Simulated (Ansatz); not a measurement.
Two Ansatz runs on Gd

The cell comes from COD entry 9010991, which wasn't checked; take it as a given geometry. The listed cell was then made from it by scaling, straining or moving an atom.

First run: DFT, PBE, all-electron LAPW, scalar-relativistic (Ansatz 0.2.0).

Command: `ansatz run input.yaml --threads 1 --pin off --max-ram 3072MiB --backend cpu --events-out ev --progress --plain --runs-dir out` The run took about 110 s on 1 thread of a shared machine.

```yaml
crystal:
  lattice:
    - [3.7304835253, 0.0, 0.0]
    - [-1.8652417626, 3.2306935013, 0.0]
    - [0.0, 0.0, 5.9328641456]
  atoms:
    - { symbol: Gd, position: [0.3333333333, 0.6666666667, 0.25], spin: 7.0 }
    - { symbol: Gd, position: [0.6666666667, 0.3333333333, 0.75], spin: 7.0 }
magnetization:
  spin_polarized: true
kpoints:
  mp_grid: { grid: [10, 10, 6] }
scf:
  occupations: { method: fermi_dirac, width: 0.05 }
hamiltonian:
  xc: pbe
  pseudopotentials: { kind: all_electron, lapw: { basis_error: 0.001 } }
output:
  forces: true
  stress: true
relax:
  f_tol: 0.005
  max_steps: 80
  cell: {}
```

Result: converged; relaxed volume 33.585 Å³/atom; moment 15.33 μB; 40 SCF iterations in all.

Where the f shell is localised, expect the real compound to differ from this run without U.

Spin–orbit coupling is left out, though it moves levels of the heavy atoms by tenths of an eV or more.

The input is then changed:

```diff
@@ -10,5 +10,5 @@
   spin_polarized: true
 kpoints:
-  mp_grid: { grid: [10, 10, 6] }
+  mp_grid: { grid: [5, 5, 3] }
 scf:
   occupations: { method: fermi_dirac, width: 0.05 }
@@ -16,4 +16,5 @@
   xc: pbe
   pseudopotentials: { kind: all_electron, lapw: { basis_error: 0.001 } }
+  hubbard: { sites: [{ species: Gd, l: f, u_eff: 5.0 }], double_counting: fll }
 output:
   forces: true
@@ -23,3 +24,5 @@
   max_steps: 80
   cell: {}
+basis:
+  xc_grid: 4
```

Q: Predict the outcome of the changed run.

A: It converged; relaxed volume 33.882 Å³/atom; moment 15.64 μB; 36 SCF iterations in all. Some of these settings are too coarse for converged properties.
